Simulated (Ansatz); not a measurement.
Si with Sb replacing Si: gradients before and after relaxing the atoms

Start: a supercell of Si (diamond type, Fd-3m) built from an entry of the Crystallography Open Database (COD) (the entry's cell lengths or inner coordinates differ somewhat from later room-temperature determinations), with all atoms left at the host's positions.

Space group F-43m (No. 216); a = 16.2814 Å.

| site | Wyckoff | site symmetry | x | y | z |
| --- | --- | --- | --- | --- | --- |
| Sb | 4d | -43m | 0.2500 | 0.7500 | 0.2500 |
| Si2 | 48h | ..m | 0.4167 | 0.7500 | 0.4167 |
| Si5 | 16e | .3m | 0.5833 | 0.5833 | 0.4167 |
| Si9 | 16e | .3m | 0.9167 | 0.4167 | 0.5833 |
| Si15 | 24g | 2.mm | 0.7500 | 0.4167 | 0.7500 |
| Si28 | 16e | .3m | 0.1667 | 0.8333 | 0.1667 |
| Si30 | 24f | 2.mm | 0.5000 | 0.8333 | 0.5000 |
| Si32 | 48h | ..m | 0.5000 | 0.6667 | 0.3333 |
| Si41 | 4b | -43m | 0.5000 | 0.5000 | 0.5000 |
| Si45 | 16e | .3m | 0.8333 | 0.3333 | 0.6667 |

One atom of each set is listed; the run and its k-mesh use a cell of 54 atoms with edges of 11.51, 11.51, 11.51 Å.

Method: Kohn–Sham DFT in Ansatz, PBE, plane waves and PAW, scalar-relativistic, 420 eV cutoff, Γ-centred 2×2×2 k-points, Fermi–Dirac smearing 0.01 eV, cell charge +1.

The largest force at the start is 3.1 eV/Å. Relaxing the ions at fixed cell moves them by 0.193 Å at most (atom 28, Si) and 0.056 Å rms.

| site | moved (Å) | first shell before | first shell after | V_zz before (10²¹ V/m²) | η before |
| --- | --- | --- | --- | --- | --- |
| Sb | 0.000 | 4 Si at 2.35 Å | 4 Si at 2.54 Å | 0.00 | – |
| Si2 | 0.040 | 4 Si at 2.35 Å | 4 Si at 2.33–2.35 Å | 0.76 | 0.16 |
| Si5 | 0.003 | 4 Si at 2.35 Å | 4 Si at 2.35 Å | -0.18 | 0.00 |
| Si9 | 0.006 | 4 Si at 2.35 Å | 4 Si at 2.34–2.35 Å | -0.15 | 0.00 |
| Si15 | 0.007 | 4 Si at 2.35 Å | 4 Si at 2.34–2.35 Å | -0.098 | 0.89 |
| Si28 | 0.193 | 1 Sb at 2.35 Å, 3 Si at 2.35 Å | 3 Si at 2.33 Å, 1 Sb at 2.54 Å | 2.28 | 0.00 |
| Si30 | 0.008 | 4 Si at 2.35 Å | 4 Si at 2.34–2.35 Å | 0.39 | 0.88 |
| Si32 | 0.012 | 4 Si at 2.35 Å | 4 Si at 2.34–2.35 Å | -0.22 | 0.54 |
| Si45 | 0.001 | 4 Si at 2.35 Å | 4 Si at 2.34–2.35 Å | 0.030 | 0.00 |

**Question.** How do the gradients change?

**Answer.** 

| site | V_zz after | η after | change of V_zz |
| --- | --- | --- | --- |
| Sb | 0.00 | – | 0.00 |
| Si2 | 0.57 | 0.39 | -0.19 |
| Si5 | -0.14 | 0.00 | +0.04 |
| Si9 | -0.17 | 0.00 | -0.02 |
| Si15 | -0.13 | 0.59 | -0.03 |
| Si28 | 4.38 | 0.00 | +2.10 |
| Si30 | 0.021 | 0.32 | -0.36 |
| Si32 | -0.30 | 0.34 | -0.08 |
| Si45 | 0.014 | 0.00 | -0.02 |

The largest change of V_zz is on Si28, from 2.28 to 4.38. In per cent, |V_zz| changes by -25 to +92 on Si (all sites that start above 0.5). Where |V_zz| stays above 0.1 and the axes keep their order, η moves most on Si32, from 0.54 to 0.34. On Si2 V_xx and V_yy change places (or their axes turn by over 50°), so the two values of η hide a larger change. Other sites without a gradient aren't listed.

The defect repeats with the cell of 54 atoms, so it feels its images: sites between two images don't show the values beside a lone defect, and zeros or small values of η there can come from the images' arrangement. A uniform background compensates the cell's charge. Without spin–orbit coupling (the program notes it for Sb) the gradients can shift somewhat, as the gap is small.
Before: With a gap of 0.7 eV on this mesh, small gradients can still move by 0.1 × 10²¹ V/m² or more as the k-mesh gets denser. The neighbours have not yet relaxed around the defect (largest force 3.1 eV/Å), so the values at and beside it are those of a strained start, not of the defect in a real crystal.
After: The relaxation keeps the site symmetry -43m of the start, so the impurity can't leave its site; a start off the site could end lower. With a gap of 0.6 eV on this mesh, small gradients can still move by 0.1 × 10²¹ V/m² or more as the k-mesh gets denser.
